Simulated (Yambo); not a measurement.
SrAgSF (space group P4/nmm, No. 129), G0W0@LDA in Yambo with this input:

```
rim_cut
gw0
dyson
el_el_corr
HF_and_locXC
ppa
em1d
RandQpts= 1000000
RandGvec= 1 Ry
EXXRLvcs= 86 Ry
VXCRLvcs= 344 Ry
Chimod= "HARTREE"
% BndsRnXp
 9 | 181 |
%
NGsBlkXp= 6 Ry
% LongDrXp
 1.0 | 1.0 | 1.0 |
%
PPAPntXp= 27.2114 eV
% GbndRnge
 1 | 181 |
%
GTermKind= "BG"
DysSolver= "n"
ExtendOut
```

On a 4×4×1 mesh, with wavefunctions cut at 86 Ry, the gap (Γ → Γ) is 2.222 eV and the valence edge shifts by -0.616 eV.

Problem. What happens with this change: exchange cut at 40 Ry?

Solution. The gap falls by 0.056 eV, to 2.166 eV; the shift of the valence edge becomes -0.556 eV. Neither run is shown to be the converged limit.

Spin-orbit coupling is not included.

Geometry of the Materials Project entry, not relaxed at this level; primitive cell a = 4.109 Å, b = 4.109 Å, c = 9.130 Å, α = 90.00°, β = 90.00°, γ = 90.00°.

The structure is a Materials Project entry; no match was found in the copy of COD used, and its stability was not checked.

A shift is the quasiparticle energy of the state minus its LDA energy.
